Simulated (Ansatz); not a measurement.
Trial structure types under relaxation

Computed with Ansatz 0.2.0, DFT PBEsol, scalar-relativistic, plane waves, PAW. All cells share a 420 eV cutoff and Γ-centred k meshes spaced at most 0.3 Å⁻¹ (0.19 for metals, 2π included).

Each formula is placed on the named type at a guessed volume, then cell and atoms relax at zero pressure without lowering the symmetry. Keeping the type says nothing about stability against other structures or lower symmetry. Neighbours of an atom are counted within 25 % of the shortest distance of their pair. The atoms listed around a site end at a clear gap in distance instead, so their number can differ.

Weakly bound directions are ill-defined at this level, which has no dispersion term. Spin–orbit coupling is left out.

Run without spin polarisation, though moments may exist and would change the cell: I.

**Question.** Na on the alpha-boron type (R-3m, No. 166): does the type hold?

**Answer.** No. It keeps the space group, but the neighbours change from Na 6.5 Na to Na 8.5 Na, with a = 9.488 Å, c = 19.136 Å. Na on Wyckoff site h (6 atoms of the primitive cell) has 6 Na at 3.42–3.44 Å; Na on Wyckoff site h (6 atoms of the primitive cell) has 7 Na at 3.42–3.68 Å and 2 Na at 4.16 Å (next Na at 4.88 Å).

**Question.** I on the trigonal selenium type (P3_121, No. 152): does the type hold?

**Answer.** No, it turns into the simple cubic structure, Pm-3m (No. 221), a = 3.376 Å. I is coordinated by 6 I at 3.38 Å.

**Question.** Does I keep the simple hexagonal type (P6/mmm, No. 191)?

**Answer.** Only loosely: it keeps the symmetry, but the neighbours change from I 8 I to I 2 I. It has a = 4.087 Å, c = 2.908 Å. Around I lie 2 I at 2.91 Å.